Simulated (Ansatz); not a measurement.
KF:
```xyz
2
Lattice="0.0000 2.7103 2.7103 2.7103 0.0000 2.7103 2.7103 2.7103 0.0000" Properties=species:S:1:pos:R:3 pbc="T T T"
K      0.0000     0.0000     0.0000
F      2.7103     2.7103     2.7103
```

Relaxed with PBE. Special points in fractions of this cell's reciprocal vectors: Γ (0.000, 0.000, 0.000); X (0.500, 0.000, 0.500); U (0.625, 0.250, 0.625); K (0.375, 0.375, 0.750); L (0.500, 0.500, 0.500); W (0.500, 0.250, 0.750).

Task: List the band energies nearest the valence-band maximum at these points for the program Ansatz at the PBE level (PAW).

Result: In eV from the valence-band maximum; about four levels below and three above (degenerate sets whole), none deeper than 8.9 eV; points with the same levels are listed once.

```csv
k,below,above
Γ,0.00 0.00 0.00,5.96 10.55 10.55 10.55
X,-0.23 -0.07 -0.07,8.17 10.07 11.47
U,-0.32 -0.21 -0.19,8.86 10.50 10.82
L,-0.74 -0.31 -0.31,8.90 10.29 11.83 11.83
W,-0.37 -0.17 -0.17,9.59 9.59 10.95
```

Space group Fm-3m (rock salt). The PBE relaxation kept the symmetry of its start.

Potentials: the later of the program's two PAW sets.
